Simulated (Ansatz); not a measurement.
Property card for Y

Y:
```cif
data_Y
_chemical_formula_sum 'Y1'
_space_group_name_H-M_alt 'P 1'
_space_group_IT_number 1
_cell_length_a 3.25271
_cell_length_b 3.25271
_cell_length_c 3.25271
_cell_angle_alpha 90.000
_cell_angle_beta 90.000
_cell_angle_gamma 90.000
loop_
_space_group_symop_operation_xyz
  'x, y, z'
loop_
_atom_site_label
_atom_site_type_symbol
_atom_site_fract_x
_atom_site_fract_y
_atom_site_fract_z
_atom_site_occupancy
Y1 Y 0.00000 0.00000 0.00000 1
```

Space group Pm-3m (No. 221), simple cubic; conventional cell a = b = c = 3.253 Å, α = β = γ = 90.00°.

Method: the program Ansatz at the r²SCAN level (PAW). The cell and atoms are relaxed at this level. Other levels are named where they apply.

**Cell and energy**

```yaml
volume_per_atom: 34.41 Å³
density: 4.29 g/cm³
```

**Electronic structure**

```yaml
electronic_character: metallic (no gap)
Density of states at the Fermi level: 2.9 states/eV per atom (mean over ±0.08 eV)
Gap with spin–orbit coupling: none (metallic)
```

**Mechanics**

```yaml
Bulk modulus (Birch–Murnaghan fit): 25.9 GPa
Pressure derivative B′: 1.7
Elastic constants (relaxed ions, GPa): C11 = 38.7, C12 = 20.2, C44 = -23.0
mechanical_stability: unstable (C has a negative eigenvalue)
```

The cell is a constructed one: a structure type filled with these elements; neither database checked (COD, Materials Project) lists it. It is not the phase usual at ambient conditions (space group No. 194). The cell keeps a stress of up to 0.2 GPa. The cell was relaxed with r²SCAN under the symmetry of its start. The run is not spin-polarised. As this level gives no gap, shear constants depend on the k-mesh and smearing (Fermi–Dirac, 0.1 eV here). Spin–orbit coupling is left out wherever it is not named.

Potentials: the later of the program's two PAW sets.
